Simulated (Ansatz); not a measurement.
A geometry of Al$_{2}$O$_{3}$ away from equilibrium: step 2 of the relaxation of a generated cell, Al2O3 placed in the AFLOW prototype A2B3_tP10_127_g_ah (D5_a). These are r2SCAN (plane waves to 500 eV, PAW, scalar-relativistic; Ansatz, a quantum-chemistry and plane-wave program) values and carry that method's errors. Γ-centred k-mesh 4×4×8 on the run's cell (coarser than for final values), Fermi–Dirac smearing 0.05 eV.

```
CELL_PARAMETERS angstrom
      5.38198     0.00000     0.00000
      0.00000     5.38198     0.00000
      0.00000     0.00000     2.91443
ATOMIC_POSITIONS crystal
  O  0.00000 0.00000 0.00000
  O  0.50000 0.50000 0.00000
  O  0.15680 0.65680 0.50000
  O  0.65680 0.84320 0.50000
  O  0.34320 0.15680 0.50000
  O  0.84320 0.34320 0.50000
  Al 0.35948 0.85948 0.00000
  Al 0.85948 0.64052 0.00000
  Al 0.14052 0.35948 0.00000
  Al 0.64052 0.14052 0.00000
```

Problem. Give the Cartesian forces on all atoms (eV/Å).

Solution. 
```csv
atom,Fx,Fy,Fz
O1,0.00,0.00,0.00
O2,0.00,0.00,0.00
O3,-1.76,-1.76,0.00
O4,-1.76,1.76,0.00
O5,1.76,-1.76,0.00
O6,1.76,1.76,0.00
Al7,-5.64,-5.64,0.00
Al8,-5.64,5.64,0.00
Al9,5.64,-5.64,0.00
Al10,5.64,5.64,0.00
```

Problem. What is the pressure?

Solution. -9.8 GPa, compression positive.

Problem. How much energy per atom can still be gained by relaxing?

Solution. 0.62 eV/atom; the path ends in P4/mbm (No. 127).

No spin polarisation in the result.

The run could not lower the symmetry of its start; a shaken copy of this end point relaxes with r2SCAN to P2₁ (No. 4), 799 meV/atom lower.

The end of the path is a generated cell of Al2O3: the first start was made by placing the elements on the sites of a structure type, and the end was not matched to a known phase here, so it may be hypothetical. Known forms of Al2O3 include space group No. 167.
